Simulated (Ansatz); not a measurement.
V2O5:
```cif
data_O10V4
_chemical_formula_sum 'V4 O10'
_space_group_name_H-M_alt 'P21/m'
_space_group_IT_number 11
_space_group_name_Hall '-P 2yb'
_cell_length_a 6.16928
_cell_length_b 3.51936
_cell_length_c 6.96361
_cell_angle_alpha 90.000
_cell_angle_beta 90.000
_cell_angle_gamma 90.000
loop_
_atom_site_label
_atom_site_type_symbol
_atom_site_symmetry_multiplicity
_atom_site_Wyckoff_symbol
_atom_site_fract_x
_atom_site_fract_y
_atom_site_fract_z
_atom_site_occupancy
V1 V 2 e 0.25921 0.25000 0.28152 1
V2 V 2 e 0.80616 0.25000 0.09785 1
O1 O 2 e 0.25880 0.75000 0.19593 1
O2 O 2 e 0.03845 0.75000 0.69833 1
O3 O 2 e 0.55684 0.25000 0.17397 1
O4 O 2 e 0.14325 0.25000 0.96795 1
O5 O 2 e 0.32424 0.25000 0.49787 1
```

Relaxed with LDA.

Q: Give the optical modes at the zone centre with their infrared activity from DFPT, the program Ansatz at the LDA level (PAW).

A: Transverse frequencies, without the LO–TO term; a row sums one degenerate level.

```tsv
ω (cm⁻¹)	degeneracy	IR ((D/Å)²/amu)	activity
97	1	0.00	IR-inactive
105	1	0.00	IR-inactive
114	1	5.72	IR
158	1	0.00	IR-inactive
181	1	0.00	IR-inactive
195	1	21.03	IR
215	1	32.81	IR
217	1	0.00	IR-inactive
225	1	30.06	IR
231	1	0.00	IR-inactive
236	1	0.00	IR-inactive
247	1	5.36	IR
257	1	76.39	IR
269	1	0.00	IR-inactive
276	1	0.00	IR-inactive
278	1	0.00	IR-inactive
293	1	21.11	IR
306	1	7.84	IR
307	1	0.00	IR-inactive
327	1	7.36	IR
331	1	0.00	IR-inactive
350	1	3.12	IR
356	1	0.00	IR-inactive
435	1	0.00	IR-inactive
475	1	194.92	IR
478	1	0.00	IR-inactive
483	1	4.17	IR
507	1	12.46	IR
540	1	0.00	IR-inactive
571	1	29.16	IR
589	1	0.00	IR-inactive
629	1	5.35	IR
676	1	0.00	IR-inactive
745	1	96.30	IR
750	1	0.00	IR-inactive
948	1	50.75	IR
970	1	0.00	IR-inactive
1073	1	20.98	IR
1084	1	0.00	IR-inactive
```

Q: How high does the top mode go among those that the LO–TO term moves?

A: 1085 cm⁻¹ for q along x, 845 cm⁻¹ for q along y, 1103 cm⁻¹ for q along z.

Space group P2_1/m. The first step of the workflow began from a Materials Project structure, measured or hypothetical; the Crystallography Open Database copy checked does not list it. COD files the formula under space group No. 31, 59. Its standing as an ambient phase is unchecked. The cell was relaxed with LDA under the symmetry of its start; phonons show weakly imaginary modes. No spin polarisation was allowed. No Hubbard U is applied. A crystal of weakly bound layers computed without a dispersion correction: the cell and the soft elastic constants depend strongly on that.

Potentials: the later of the program's two PAW sets.
